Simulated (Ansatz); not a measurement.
Relaxed-ion elastic tensor of Mg in space group P6/mmm (No. 191; Mg on 2e, Mg on 2d, Mg on 3f) in GPa (Voigt order), the program Ansatz at the r²SCAN level (PAW); density 1.73 g/cm³, 23.33 Å³ per atom.

```
68.9  28.0  14.3   0.0   0.0   0.0
28.0  68.9  14.3   0.0   0.0   0.0
14.3  14.3  83.9   0.0   0.0   0.0
 0.0   0.0   0.0   2.0   0.0   0.0
 0.0   0.0   0.0   0.0   2.0   0.0
 0.0   0.0   0.0   0.0   0.0  20.4
```

### Question
Is the crystal mechanically stable?

### Answer
Yes: the smallest eigenvalue of C is 2.0 GPa.

### Question
Work out the Voigt and Reuss bounds. Is their mean of use?

### Answer
K_V = 37.2, K_R = 37.2; G_V = 15.9, G_R = 4.4 GPa. The bounds lie so far apart that a Hill average or a Debye temperature from it would say little.

The start of the workflow was typed in or built on a structure type; the Crystallography Open Database copy checked does not list it. It is not the phase usual at ambient conditions (space group No. 194). The r²SCAN relaxation kept the symmetry of its start; whether a distortion lowers the energy is not shown. As this level gives no gap, shear constants depend on the k-mesh and smearing (Fermi–Dirac, 0.1 eV here).

Potentials: the earlier of the program's two PAW sets.
